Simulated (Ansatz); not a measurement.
**Does relaxation matter for the field gradients of Ba₂Mg₃Al?**

Start: a measured structure from the Crystallography Open Database (COD), taken as it stands.

Space group P6_3/mmc (No. 194); a = 6.2889, c = 20.6050 Å, γ = 120.00°.

```
site  Wyckoff  site symmetry       x       y       z
 Ba1       4e            3m.  0.0000  0.0000  0.4054
 Ba5       4f            3m.  0.3333  0.6667  0.3444
 Mg9       6h            mm2  0.3203  0.1601  0.2500
Mg15       6g          .2/m.  0.0000  0.5000  0.5000
  Al       4f            3m.  0.3333  0.6667  0.6442
```

One atom of each set is listed.

Method: Kohn–Sham DFT in Ansatz, PBE, plane waves and PAW, scalar-relativistic, 420 eV cutoff, Γ-centred 6×6×2 k-points, Fermi–Dirac smearing 0.05 eV.

The largest force at the start is 0.69 eV/Å. Relaxing the ions at fixed cell moves them by 0.352 Å at most (atom 23, Al) and 0.166 Å rms. End positions:

Ba1 (0.0000, 0.0000, 0.4001)
Ba5 (0.3333, 0.6667, 0.3463)
Mg9 (0.3459, 0.1729, 0.2500)
Mg15 (0.0000, 0.5000, 0.5000)
Al (0.3333, 0.6667, 0.6271)

| site | moved (Å) | first shell before | first shell after | V_zz before (10²¹ V/m²) | η before |
| --- | --- | --- | --- | --- | --- |
| Ba1 | 0.109 | 9 Mg at 3.65–3.70 Å, 3 Al at 3.77 Å, 4 Ba at 3.84–3.90 Å | 9 Mg at 3.62–3.76 Å, 3 Al at 3.67 Å, 4 Ba at 3.80–4.12 Å | 0.96 | 0.00 |
| Ba5 | 0.039 | 3 Al at 3.64 Å, 9 Mg at 3.68–3.70 Å, 4 Ba at 3.84–3.89 Å | 9 Mg at 3.65–3.72 Å, 3 Al at 3.67 Å, 4 Ba at 3.80–3.97 Å | 1.44 | 0.00 |
| Mg9 | 0.139 | 2 Al at 2.88 Å, 4 Mg at 3.02–3.27 Å, 6 Ba at 3.65–3.70 Å | 4 Mg at 3.03–3.26 Å, 2 Al at 3.08 Å, 6 Ba at 3.62–3.72 Å | 0.72 | 0.12 |
| Mg15 | 0.000 | 4 Mg at 3.14 Å, 2 Al at 3.48 Å, 6 Ba at 3.68–3.70 Å | 4 Mg at 3.14 Å, 2 Al at 3.19 Å, 6 Ba at 3.65–3.76 Å | 0.74 | 0.64 |
| Al | 0.352 | 3 Mg at 2.88 Å | 6 Mg at 3.08–3.19 Å, 6 Ba at 3.67 Å | 1.14 | 0.00 |

(1) What are V_zz and η after the relaxation?

Answers

(1) 

```tsv
site	V_zz after	η after	change of V_zz
Ba1	1.28	0.00	+0.32
Ba5	-2.17	0.00	-3.61
Mg9	-0.22	0.71	–
Mg15	-0.43	0.52	–
Al	1.06	0.00	-0.08
```

The largest change of V_zz along a kept axis is on Ba5, from 1.44 to -2.17. V_zz changes sign on Ba5 (same axis). On Mg15, Mg9 the largest principal value lies along another axis in the second run, so the two V_zz can't be compared directly.

The run finds no gap above 0.1 eV (a metal, or nearly one), so the gradients can move by 10 % or more with the k-mesh. Without spin–orbit coupling (the program notes it for Ba) the gradients can shift somewhat, as the gap is small.
